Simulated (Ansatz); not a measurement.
# GdZn (Pm-3m): spiral energies by the generalised Bloch theorem

```
CELL_PARAMETERS angstrom
3.61800 0.00000 0.00000
0.00000 3.61800 0.00000
0.00000 0.00000 3.61800
ATOMIC_POSITIONS crystal
Gd 0.00000 0.00000 0.00000
Zn 0.50000 0.50000 0.50000
```

The source of the geometry is a structure as deposited in COD; atoms and cell stay fixed.

The runs share LDA, 12×12×12 k mesh, Fermi–Dirac smearing of 0.05 eV. PAW means Ansatz 0.2.0 on its default frozen-core files; LAPW is all-electron LAPW in Ansatz 0.2.0. Site moments are integrated in spheres about the atoms, whose radii differ between the methods. Start moments of the first PAW run (μB): Gd1 7.1.

Flat spirals without spin–orbit coupling: moments start in the xy plane and turn about z by q·R from cell to cell, and their directions inside a cell are free. q runs from Γ to R = (0.500, 0.500, 0.500) in reciprocal cell vectors. Energies count from each method's run at q = 0. Each q is a vector of the k mesh, and the mesh is shifted by q/2 where needed, so that both spin components are sampled on the same points as at q = 0.

```tsv
fraction of Γ–R	q (1/Å)	ΔF PAW (meV/cell)	ΔF LAPW (meV/cell)	largest moment, PAW (μB)
0.000	0.000	0.0	0.0	7.07
0.167	0.251	?	–	7.05
0.333	0.501	+14.3	–	7.03
0.500	0.752	+21.0	+20.7	7.01
0.667	1.003	+31.1	+30.8	6.99
0.833	1.253	?	–	6.96
1.000	1.504	+36.4	–	6.96
```

Task: Fill in "ΔF PAW (meV/cell)" for the row "0.833".

Result: +38.7.

Task: What belongs in the row "0.167", column "ΔF PAW (meV/cell)"?

Result: +5.2.

q = 0 is the lowest point of the line, so the state at q = 0 is stable against these spirals.

Task: The line ends at half a reciprocal vector. Fit ΔF(f) = A₁(1 − cos πf) + A₂(1 − cos 2πf) to the PAW points, leaving out f = 0.167. What does it give?

Result: A₁ = +19.0 and A₂ = +1.9 meV/cell, with a worst miss of 2.4 meV. At f = 0.167 the fit gives +3.5 meV against the computed +5.2. In a Heisenberg model A₁ and A₂ sum the couplings to the first and second lattice planes normal to q.

The PAW files were made with PBE; the program remakes their cores once for the run's functional and then keeps them frozen. Without U a semilocal functional puts the f levels too near the Fermi level, which can change moments and the order of magnetic states; site and cell moments are spin moments. Spin–orbit coupling is left out although heavy atoms are present. In at least one run the program's final test of stability wasn't made or came to no verdict. With open f shells a run can end in a state that isn't the lowest. The magnetic state is the one that this cell and start allow. It needn't be the compound's measured order, which may need a larger cell or be absent.
